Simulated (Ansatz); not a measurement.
### Question
Name crystals whose computed values (PBE (plane waves, PAW; program Ansatz)) fall in these windows: B₀ by P(V) fit (GPa) 310 to 430; Θ_D (K) 1700 to 2100.

### Answer


```tsv
crystal	B₀ by P(V) fit (GPa)	Θ_D (K)
BN, P6_3mc (B on 2a, B on 2b, N on 2a, N on 2b)	371	1890
BN, zinc blende	371	1890
```
Others may fit too.

Built on a structure type that need not be the filed one of that space group: BN, P6_3mc (B on 2a, B on 2b, N on 2a, N on 2b). Not the usual ambient phase: BN, P6_3mc (B on 2a, B on 2b, N on 2a, N on 2b). All cells were relaxed under the symmetry of their starts (and spin orders); stability against distortions was not tested throughout.

Potentials: the later of the program's two PAW sets.
